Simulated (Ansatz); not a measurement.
Fermi surface of Na (Im-3m)

```xyz
1
Lattice="-2.0299 2.0299 2.0299 2.0299 -2.0299 2.0299 2.0299 2.0299 -2.0299" Properties=species:S:1:pos:R:3 pbc="T T T"
Na    0.0000    0.0000    0.0000
```

Unless marked otherwise, the numbers come from LDA, all-electron LAPW in Ansatz 0.2.0, scalar-relativistic. k mesh 12×12×12, fine mesh 20×20×20, Fermi-Dirac smearing of 0.100 eV, basis error target 1 meV/atom. The cell was relaxed by PAW under this functional, which moved its volume by -15 % from the database entry's.

Levels and slopes are solved on a 20×20×20 mesh, and each state is taken as quadratic over its cell.

(1) What is the density of states at the Fermi level, and which bare Sommerfeld coefficient follows?

(2) What Drude plasma energy and σ/τ do the band velocities give?

(3) Which bands cross the Fermi level, and what do they carry?

(4) Map the plane k₃ = 0 of the mesh: how many bands lie under the Fermi level at each point, counted from the least on the plane?

(5) On PAW files the program sums the optical response inside the mesh cells, interband lines and its own Drude term. Where does ε₁ rise through zero (a sharp plasmon if ε₂ is small there), and how much light is reflected?

(6) What does PAW give for the same cell?

Results:

(1) N(E_F) = 0.447 states/eV/atom (both spins), so γ = (π²/3) k_B² N(E_F) = 1.05 mJ/(mol-atom K²) without electron-phonon or spin-fluctuation enhancement.

(2) (ħω_p,α)² = (e²/ε₀VN_k) Σ_nkσ (∂E/∂k_α)² δ(E − E_F) gives ħω_p = (6.39, 6.39, 6.39) eV along x, y, z, and σ/τ = ε₀ω_p² = 8.33×10²⁰ Ω⁻¹m⁻¹s⁻¹ along x. Weighted by the density of states, the mean Fermi speed is 1.08×10⁶ m/s; the surface has an area of 11.8 Å⁻² for each spin direction.

(3) 

```tsv
band	filled part	N (states/eV/cell)	speed (10⁶ m/s)	5th to 95th percentile	area (Å⁻²)	filling
1	0.50	0.447	1.08	1.04 to 1.20	11.8	partly filled
```

(4) k₁ runs to the right and k₂ upwards, each from −½ to ½ with 0 in the middle (the axes needn't be at right angles):
```
00111111110000000000
01111111111100000000
01111111111110000000
11111111111111100000
11111111111111110000
11111111111111111000
01111111111111111000
01111111111111111100
01111111111111111110
00111111111111111110
00111111111111111111
00011111111111111111
00001111111111111111
10001111111111111111
10000111111111111111
10000011111111111111
00000000111111111111
00000000011111111111
00000000000111111110
00001110000000111000
```

(5) 

```json
{"Fine mesh": "20, 20, 20", "Window top": "30 eV", "Line width": "0.25 eV", "Drude damping": "0.03 eV", "ε₁ rises through zero at x": "6.07 eV", "ε₂ there x": "0.03", "Plasma energy (x, y, z)": "6.279, 6.279, 6.279 eV", "Reflectivity at 1 eV, x-polarised": "0.9903", "Reflectivity at 2 eV, x-polarised": "0.9874", "Reflectivity at 3 eV, x-polarised": "0.9724"}
```

The plasma energy here is the program's own sum at the run's smearing; it differs from the value above by up to 2 %, through mesh and smearing.

(6) N(E_F) = 0.447 states/eV/atom and ħω_p,x = 6.39 eV.

Keep in mind: these sums move with the mesh, by several per cent and more for small sheets; frozen-core PAW files fitted under PBE, their cores solved anew for the functional of the run.
